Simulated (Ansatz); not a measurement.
Ti₂O₃ (corundum)

```
Ti2O3
1.0
    2.49574     1.44092     4.58833
   -2.49574     1.44092     4.58833
    0.00000    -2.88183     4.58833
Ti O
4 6
Direct
  0.84570   0.84570   0.84570
  0.15430   0.15430   0.15430
  0.65430   0.65430   0.65430
  0.34570   0.34570   0.34570
  0.06147   0.43853   0.75000
  0.93853   0.56147   0.25000
  0.75000   0.06147   0.43853
  0.25000   0.93853   0.56147
  0.43853   0.75000   0.06147
  0.56147   0.25000   0.93853
```

The atoms are displaced by Q × the pattern below (from a DFPT mode at Γ, largest move 1; Q in Å), at fixed cell.

```json
[
 {"atom": "Ti1", "x": "0.000", "y": "0.000", "z": "0.265"},
 {"atom": "Ti2", "x": "0.000", "y": "0.000", "z": "-0.265"},
 {"atom": "Ti3", "x": "0.000", "y": "0.000", "z": "-0.265"},
 {"atom": "Ti4", "x": "0.000", "y": "0.000", "z": "0.265"},
 {"atom": "O5", "x": "1.000", "y": "0.000", "z": "0.000"},
 {"atom": "O6", "x": "-1.000", "y": "0.000", "z": "0.000"},
 {"atom": "O7", "x": "-0.500", "y": "0.866", "z": "0.000"},
 {"atom": "O8", "x": "0.500", "y": "-0.866", "z": "0.000"},
 {"atom": "O9", "x": "-0.500", "y": "-0.866", "z": "0.000"},
 {"atom": "O10", "x": "0.500", "y": "0.866", "z": "0.000"}
]
```

These are LDA (plane waves to 420 eV, PAW, scalar-relativistic; Ansatz, an electronic-structure program) values and carry that method's errors. k mesh 11×11×11 (Γ-centred), Fermi-Dirac smearing 0.05 eV. The energy includes the smearing's −TS. With partly filled bands, energies and forces of such displacements shift with the k mesh and the smearing. Ti2O3 is run without spin polarisation and with no Hubbard U. Ti2O3 was relaxed with its symmetry unable to fall. ΔE is measured from the undisplaced structure.

The scan covers Q from -0.280 to 0.280 Å in 13 points.

Problem. Is the energy the same for displacements of ±0.280 Å, and if not, which side lies higher?

Solution. Not even: the negative side lies higher at ±0.280 Å.

Problem. Which space group does the distorted structure have?

Solution. R-3c (No. 167), as undistorted: a fully symmetric mode.

Problem. What is the energy change at Q = 0.280 Å?

Solution. 2778 meV/cell.

Problem. What harmonic wavenumber does the curvature at Q = 0 give?

Solution. 490 cm⁻¹.

(A displaced cell: forces are minus the slopes of the energy, force constants its curvatures, and phonons follow from these.)
